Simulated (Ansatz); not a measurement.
## Kick test of a cell of Ir2Ru

The structure comes from a generated guess, relaxed at this level; another structure or a mixture of phases may lie lower.

Theory: Ansatz, DFT PBE, scalar-relativistic, plane waves, PAW. Cutoff 420 eV; k points 18×18×4 on the computed 6-atom cell (Γ-centred); Gaussian smearing, width 0.10 eV; no spin polarisation.

The cell below (6 atoms, space group P-6m2 (No. 187)) is relaxed within its symmetry.

```
CELL_PARAMETERS angstrom
2.74209 0.00000 0.00000
-1.37104 2.37472 0.00000
0.00000 0.00000 13.15563
ATOMIC_POSITIONS crystal
Ru 0.00000 0.00000 0.66520
Ru 0.00000 0.00000 0.33480
Ir 0.00000 0.00000 0.00000
Ir 0.33333 0.66667 0.82910
Ir 0.33333 0.66667 0.17090
Ir 0.33333 0.66667 0.50000
```

For the test a repeat of it with 12 atoms (edges 2.74, 4.75, 13.16 Å) was strained at random (σ = 1.5 % a component), the atoms were moved at random (σ = 0.10 Å), and all was relaxed again on a coarse 8×6×2 mesh (in the run’s order of axes) with 0.20 eV smearing, with no symmetry imposed.

Spin–orbit coupling, which can matter for Ir, is left out.

**Question.** Does it come back?

**Answer.** It returns, within 1 meV/atom of the unmoved cell on that mesh and with the same symmetry when read at 0.1 Å (Amm2 at 0.01 Å, so small strains and shifts remain). No instability shows in this cell; modes of other wave vectors, which need another repeat, aren't tested.
